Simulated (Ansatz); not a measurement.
Relaxed CaO (rock salt):

```xyz
2
Lattice="0.0000 2.4153 2.4153 2.4153 0.0000 2.4153 2.4153 2.4153 0.0000" Properties=species:S:1:pos:R:3 pbc="T T T"
O      0.0000     0.0000     0.0000
Ca     2.4153     2.4153     2.4153
```

In this cell atom 2 (Ca, nearest neighbour O at 2.415 Å; its periodic images, 3.4 Å or more away, move with it) is moved by s towards the nearest neighbour, unit vector (-1.000, 0.000, 0.000); all other atoms and the cell stay fixed.

These are PBE (plane waves to 420 eV, PAW, scalar-relativistic; Ansatz, an electronic-structure program) values and carry that method's errors. k mesh 10×10×10 (Γ-centred), Fermi-Dirac smearing 0.05 eV. The energy includes the smearing's −TS. F∥ is the force on the atom along that direction. CaO was relaxed with its symmetry unable to fall. ΔE is measured from the undisplaced structure.

```tsv
s (Å)	ΔE (meV/cell)	F∥ (eV/Å)
-0.240	95.4	0.933
-0.192	[?]	0.667
-0.144	30.6	0.454
-0.096	13.1	[?]
-0.048	3.2	0.134
0.000	0.0	0.000
0.048	3.2	-0.134
0.096	13.1	[?]
0.144	30.6	-0.454
0.192	[?]	-0.667
0.240	95.4	-0.933
```

Q: Some entries are withheld; supply them.

A: 
- -0.192, ΔE (meV/cell): 57.3
- -0.096, F∥ (eV/Å): 0.281
- 0.096, F∥ (eV/Å): -0.281
- 0.192, ΔE (meV/cell): 57.3

(A displaced cell: forces are minus the slopes of the energy, force constants its curvatures, and phonons follow from these.)
